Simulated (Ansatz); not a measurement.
LuSi₂:
```
CELL_PARAMETERS angstrom
      4.01776     0.00000     0.00000
     -2.00888     3.47948     0.00000
      0.00000     0.00000     3.64808
ATOMIC_POSITIONS crystal
  Lu 0.00000 0.00000 0.00000
  Si 0.33333 0.66667 0.50000
  Si 0.66667 0.33333 0.50000
```

Relaxed with LDA. Special points in fractions of this cell's reciprocal vectors: Γ (0.000, 0.000, 0.000); M (0.500, 0.000, 0.000); K (0.333, 0.333, 0.000); A (0.000, 0.000, 0.500); L (0.500, 0.000, 0.500); H (0.333, 0.333, 0.500).

Problem. List the band energies nearest the Fermi level at these points for the program Ansatz at the LDA level (PAW).

Solution. In eV from the Fermi level; about four levels below and three above (degenerate sets whole), none deeper than 8.9 eV; points with the same levels are listed once.

```tsv
k	below	above
Γ	-3.86 -3.86 -1.53 -1.49 -1.24	0.96 0.96 3.08 3.08
M	-5.02 -3.99 -3.17 -1.95	1.69 2.01 2.77
K	-5.05 -5.05 -5.02 -1.04 -1.04	0.96 0.96 1.08
A	-2.40 -2.40 -1.53 -1.53	0.24 0.42 0.42
L	-4.80 -4.00 -3.73 -0.18	2.79 3.84 3.89
H	-5.03 -5.03 -5.03 -3.48 -3.48	0.25 2.69 2.69
```

Space group P6/mmm. The workflow started from an entry of the Crystallography Open Database (COD). Its standing as an ambient phase is unchecked. Symmetry was held in the LDA relaxation. At this level the phase is mechanically unstable. Spin–orbit coupling is left out wherever it is not named.

Potentials: the later of the program's two PAW sets.
